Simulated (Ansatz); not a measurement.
Relaxed-ion elastic tensor of Li (diamond, space group No. 227) in GPa (Voigt order), plane-wave PAW r²SCAN (Ansatz code); density 0.44 g/cm³, 26.05 Å³ per atom.

```
 -7.5   12.0   12.0    0.0    0.0    0.0
 12.0   -7.5   12.0    0.0    0.0    0.0
 12.0   12.0   -7.5    0.0    0.0    0.0
  0.0    0.0    0.0  -42.8    0.0    0.0
  0.0    0.0    0.0    0.0  -42.8    0.0
  0.0    0.0    0.0    0.0    0.0  -42.8
```

Q: Is the crystal mechanically stable?

A: No: the smallest eigenvalue of C is -42.8 GPa.

Space group Fd-3m (diamond). The cell is a constructed one: a structure type filled with these elements; neither database checked (COD, Materials Project) lists it. It is not the phase usual at ambient conditions (space group No. 229). Symmetry was held in the r²SCAN relaxation. At this level the phase is dynamically unstable (imaginary phonons). As this level gives no gap, shear constants depend on the k-mesh and smearing (Fermi–Dirac, 0.1 eV here).

Potentials: the later of the program's two PAW sets.
